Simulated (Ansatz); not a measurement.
## Deforming Fe

```
Fe
1.0
    -1.43900    1.43900    1.43900
     1.43900   -1.43900    1.43900
     1.43900    1.43900   -1.43900
Fe
1
Direct
  0.00000 0.00000 0.00000
```

The cell comes from COD entry 9013474, which wasn't checked; take it as a given geometry. It was measured hot, at 722 K.

Theory: Ansatz 0.2.0, DFT, PBE, all-electron PAW with datasets made for the crystal, scalar-relativistic.

The runs use a Γ-centred 18×18×18 k mesh, Fermi–Dirac smearing of 0.03 eV, cutoff 320 eV (chosen by the program for this cell), spin-polarised from start moments Fe 3 μB.

The unchanged cell is at -9.13 GPa.

In a metal, stresses and small energies carry noise from the k mesh.

x, y and z are the Cartesian axes of the cell as listed; fractional coordinates follow a strain, and an engineering shear is twice the off-diagonal strain component.

Question: With this change (equal xy, yz and zx engineering shear strains of +3 %), what becomes of the energy and stress and moment?

Answer: Energy change +6 meV/atom; stress change (xx, yy, zz, yz, xz, xy) 0.85, 0.85, 0.85, -1.78, -1.78, -1.78 GPa, compression positive; moment 2.21 → 2.23 μB.

Question: With this change (xy engineering shear strain of -4 %), what becomes of the energy and stress and moment?

Answer: Energy change +4 meV/atom; stress change (xx, yy, zz, yz, xz, xy) 0.47, 0.47, 0.61, 0.00, 0.00, 2.99 GPa, compression positive; moment 2.21 → 2.22 μB.
